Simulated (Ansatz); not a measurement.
VPt₃:
```xyz
4
Lattice="-1.9204 1.9204 3.9059 1.9204 -1.9204 3.9059 1.9204 1.9204 -3.9059" Properties=species:S:1:pos:R:3 pbc="T T T"
V      0.0000     0.0000     0.0000
Pt     0.0000     1.9204     1.9530
Pt     1.9204     0.0000     1.9530
Pt     0.0000     0.0000     3.9059
```
The run is spin-polarised; directions of the spins, atom by atom: ↑ 0 0 0.

Relaxed with PBEsol. Special points in fractions of this cell's reciprocal vectors: Γ (0.000, 0.000, 0.000); X (0.000, 0.000, 0.500); P (0.250, 0.250, 0.250); N (0.000, 0.500, 0.000); M (0.500, 0.500, -0.500); S (0.310, 0.690, -0.310); S0 (-0.310, 0.310, 0.310); R (-0.121, 0.121, 0.500); G (0.500, 0.500, -0.121).

List the band energies nearest the Fermi level at these points for PBEsol in the plane-wave PAW code Ansatz.

In eV from the Fermi level; about four levels below and three above (degenerate sets whole), none deeper than 8.9 eV; points with the same levels are listed once.

| k | below | above |
|---|---|---|
| Γ ↑ | -2.24 -1.91 -1.15 -0.05 | 0.54 0.94 1.27 1.27 |
| X ↑ | -1.32 -0.62 -0.60 -0.48 | 0.65 0.86 0.98 |
| P ↑ | -2.39 -2.39 -2.35 -1.87 -0.71 | 0.50 0.50 0.64 |
| N ↑ | -2.10 -0.99 -0.49 -0.44 | 0.04 0.06 0.89 |
| M ↑ | -1.06 -1.06 -0.93 -0.24 | 0.53 0.97 1.07 |
| S ↑ | -1.20 -0.76 -0.31 -0.15 | 0.30 1.30 1.65 |
| R ↑ | -1.26 -1.24 -1.15 -0.46 | 0.85 0.92 0.96 |
| Γ ↓ | -2.51 -2.51 -2.25 -1.93 -1.13 | 0.38 0.53 1.22 |
| X ↓ | -1.23 -0.59 -0.57 -0.41 | 0.82 1.17 1.18 |
| P ↓ | -2.34 -2.34 -2.30 -1.67 -0.72 | 0.72 0.72 1.00 |
| N ↓ | -2.11 -0.75 -0.50 0.00 | 0.03 0.53 1.17 |
| M ↓ | -1.00 -1.00 -0.95 -0.23 | 0.52 1.30 1.47 |
| S ↓ | -1.96 -1.14 -0.71 -0.17 | 0.28 0.71 1.51 |
| R ↓ | -1.25 -1.09 -1.09 -0.42 | 1.14 1.16 1.17 |

Space group I4/mmm. The workflow started from a Materials Project entry (that database holds measured and hypothetical structures alike); the Crystallography Open Database files this formula in space group No. 139, but the cells were not matched. Whether it is the stable phase at ambient conditions was not checked. The cell was relaxed with PBEsol under the symmetry of its start; its stability against distortions is not shown here. Magnetic state: ferromagnetic, the only order run, not a proven ground state. Scalar-relativistic: spin–orbit coupling is off unless named, which matters more the heavier the elements.

Potentials: the later of the program's two PAW sets.
